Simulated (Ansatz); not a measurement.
Relaxed-ion elastic tensor of BeS (NiAs type, P6_3/mmc) in GPa (Voigt order), DFT-r²SCAN in the program Ansatz with PAW potentials; density 2.75 g/cm³, 12.39 Å³ per atom.

|  | 1 | 2 | 3 | 4 | 5 | 6 |
|---|---|---|---|---|---|---|
| 1 | 196 | 103 | 39.7 | 0.0 | 0.0 | 0.0 |
| 2 | 103 | 196 | 39.7 | 0.0 | 0.0 | 0.0 |
| 3 | 39.7 | 39.7 | 252 | 0.0 | 0.0 | 0.0 |
| 4 | 0.0 | 0.0 | 0.0 | 12.7 | 0.0 | 0.0 |
| 5 | 0.0 | 0.0 | 0.0 | 0.0 | 12.7 | 0.0 |
| 6 | 0.0 | 0.0 | 0.0 | 0.0 | 0.0 | 46.5 |

**Question.** Is the crystal mechanically stable?

**Answer.** Yes: the smallest eigenvalue of C is 12.7 GPa.

**Question.** Work out the Voigt, Reuss and Hill averages.

**Answer.** K_V = 112, K_R = 112, K_H = 112; G_V = 45.2, G_R = 23.9, G_H = 34.5 GPa.

**Question.** Give Young's modulus, Poisson's ratio, Pugh's ratio and the universal anisotropy index.

**Answer.** E = 9KG/(3K + G) = 93.9 GPa; ν = 0.36; K/G = 3.25 (ductile by the Pugh limit of 1.75); A_U = 5G_V/G_R + K_V/K_R − 6 = 4.47.

**Question.** Estimate the sound speeds and the Debye temperature.

**Answer.** v_l = √((K + 4G/3)/ρ) = 7580 m/s, v_t = √(G/ρ) = 3540 m/s, mean 3990 m/s; Θ = (h/k)(3n/4πV)^(1/3) v_m = 513 K.

**Question.** How much does each axis shrink under pressure?

**Answer.** Linear compressibilities β_i = Σ_j S_ij (j = 1 to 3): x 2.9, y 2.9, z 3.0 per TPa.

This is a known high-pressure phase of the composition, computed here at zero pressure and temperature. Symmetry was held in the r²SCAN relaxation; its stability against distortions is not shown here.

Potentials: the later of the program's two PAW sets.
